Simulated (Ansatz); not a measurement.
This Hf2ZrTe6 structure is the end of a relaxation. The cell was found from a structure generator's guess, not taken from experiment.

The calculation used Ansatz 0.2.0, DFT PBE, scalar-relativistic, plane waves, PAW. Cutoff 420 eV, Γ-centred mesh, Gaussian smearing, no spin polarisation.

```
Zr Hf Te
1.0
     3.97491    0.00000    0.00000
    -1.98745    3.44237    0.00000
     0.00000    0.00000   21.46905
Zr Hf Te
1 2 6
Direct
  0.00000 0.00000 0.00000
  0.00000 0.00000 0.33208
  0.00000 0.00000 0.66792
  0.33333 0.66667 0.08386
  0.33333 0.66667 0.41473
  0.33333 0.66667 0.75050
  0.66667 0.33333 0.24950
  0.66667 0.33333 0.58527
  0.66667 0.33333 0.91614
```

Formation energies are uncorrected and refer to the elements' standard structures at the same level.

(1) What space group does it have?

(2) What is its formation energy per atom?

(3) Is it a metal?

## Answers

(1) P-3m1 (No. 164), with Zr and Hf ordered on cadmium iodide sites. Conventional cell: a = 3.975 Å, c = 21.469 Å. Around Zr lie 6 Te at 2.92 Å; Hf has 6 Te at 2.90 Å; Te on its first site has 3 Zr at 2.92 Å; Te on its second site has 3 Hf at 2.90 Å; 1 more site not described.

(2) −0.85 eV/atom. It lies below the elements, which doesn't yet make it stable against other compounds or structures.

(3) Yes, bands cross the Fermi level on the 12×12×2 mesh.

The last run used a 12×12×2 mesh (in the run's order of axes) for its 9-atom cell and Gaussian smearing of 0.10 eV. Weakly bound directions are ill-defined at this level, which has no dispersion term. These runs have no spin–orbit coupling, which can matter for Hf and Te. The reference form of Te is held partly by dispersion forces, which this level lacks. A later test with randomly moved atoms came back to the same energy, though modes that don't fit the test's cell weren't probed.
